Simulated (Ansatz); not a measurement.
Relaxed HgTe (zinc blende):

```
HgTe
1.0
    0.00000     3.32533     3.32533
    3.32533     0.00000     3.32533
    3.32533     3.32533     0.00000
Te Hg
1 1
Cartesian
  4.98799   4.98799   4.98799
  0.00000   0.00000   0.00000
```

Scan: atom 1 (Te, nearest neighbour Hg at 2.880 Å; its periodic images, 4.7 Å or more away, move with it) is displaced along Cartesian [110], direction (0.707, 0.707, 0.000) in Cartesian axes, by s. The other atoms stay.

Computed with PBE (plane waves to 420 eV, PAW, scalar-relativistic; Ansatz, an electronic-structure program). k mesh 10×10×10 (Γ-centred), Fermi-Dirac smearing 0.05 eV. Energies are smeared free energies. Compression counts positive. With partly filled bands, energies and forces of such displacements shift with the k mesh and the smearing. F∥ is the force on the atom along that direction. F⊥ is the part of the force across the line. At this level the bands of HgTe touch or barely overlap. HgTe was relaxed with its symmetry unable to fall. Spin-orbit coupling is left out, though Hg and Te are heavy. The relaxed volume of HgTe is well above the measured one; the method has no dispersion term. ΔE is measured from the undisplaced structure.

```tsv
s (Å)	ΔE (meV/cell)	F∥ (eV/Å)	|F⊥| (eV/Å)	P (GPa)
-0.860	1829	6.012	6.430	12.4
-0.688	991	3.839	3.529	7.3
-0.516	474	2.265	1.737	3.8
-0.344	182	1.197	0.695	1.6
-0.172	41	0.496	0.163	0.4
0.000	0	0.000	0.000	0.0
0.172	41	-0.496	0.163	0.4
0.344	182	-1.197	0.695	1.6
0.516	474	-2.265	1.737	3.8
0.688	991	-3.839	3.529	7.3
0.860	1829	-6.012	6.430	12.4
```

Read from the data:

Energy at s = 0.860 Å: 1829 meV/cell
Force along the line at s = -0.860 Å: 6.01 eV/Å
Symmetry of the curve: even: the same for both signs
Shape of the curve: a single well with its minimum at or next to zero displacement
Force constant k = d²E/ds² at s = 0 (finite differences): 2.69 eV/Å²
Harmonic estimate at the end of the scan: ½ks² = 993 meV/cell against the computed 1829 meV/cell, so the well is stiffer than harmonic there

(A displaced cell: forces are minus the slopes of the energy, force constants its curvatures, and phonons follow from these.)
